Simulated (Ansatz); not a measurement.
HfO2 (P2_1/c), relaxed with LDA (Ansatz, a first-principles code, plane waves, PAW): a = 5.047 Å, b = 5.140 Å, c = 5.216 Å, α = γ = 90.00°, β = 99.58°.

```
Quantity                              Value
------------------------------------  -----
gap (eV)                               3.94
ΔH_f (eV/atom)                        -3.68
K_Hill (GPa)                            203
G_Hill (GPa)                            106
ε∞                                     4.98
ε0                                     17.5
highest Γ mode, no LO–TO term (cm⁻¹)    772
electron conductivity mass (mₑ)         1.2
Θ_D (K)                                 473
```

**Question.** The same phase is relaxed and computed with r²SCAN in the same code. What are the cell and these values now?

**Answer.** a = 5.1139 Å, b = 5.1818 Å, c = 5.2952 Å, α = γ = 90.00°, β = 99.47°.

gap (eV): 4.59
ΔH_f (eV/atom): -3.77
K_Hill (GPa): 206
G_Hill (GPa): 103
ε∞: 4.54
ε0: 17.7
highest Γ mode, no LO–TO term (cm⁻¹): 770
electron conductivity mass (mₑ): 1.4
Θ_D (K): 470

All cells were relaxed under the symmetry of their starts (and spin orders); stability against distortions was not tested throughout. Rows with no word on spin ran without spin polarisation. Scalar-relativistic: spin–orbit coupling is off unless named, which matters more the heavier the elements.

Potentials: the later of the program's two PAW sets.

Ansatz is a plane-wave DFT program.

Formation energies count from the lowest solids of the elements computed at the same level, not from gases.
